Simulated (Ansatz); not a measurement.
A relaxed cell of Sr (Im-3m (No. 229)), relaxed on a k-mesh at least as fine as the one used below. The numbers are results of r2SCAN (plane waves to 500 eV, PAW, scalar-relativistic; Ansatz, a first-principles code), not measurements. Γ-centred k-mesh 10×10×5 on the run's cell (coarser than for final values), Fermi–Dirac smearing 0.05 eV.

```
CELL_PARAMETERS angstrom
     -2.40686     2.40686     2.40686
      2.40686    -2.40686     2.40686
      4.81372     4.81372    -4.81372
ATOMIC_POSITIONS crystal
  Sr 0.00000 0.00000 0.00000
  Sr 0.00000 0.00000 0.50000
```

The atoms are displaced by (Å):

| atom | ux | uy | uz |
|---|---|---|---|
| Sr1 | 0.133 | 0.032 | 0.013 |
| Sr2 | -0.140 | 0.104 | 0.056 |

### Question
What forces (eV/Å) and pressure result?

### Answer
```
atom     Fx     Fy     Fz
----  -----  -----  -----
Sr1   -0.17  -0.13   0.04
Sr2    0.17   0.13  -0.04
```

Pressure +0.1 GPa.

No spin polarisation in the result.

The run that gave the undisplaced cell could not lose the symmetry of its start.

The relaxed structure has the type that Sr is known to take under pressure; here it was relaxed at zero pressure, from a generated start.
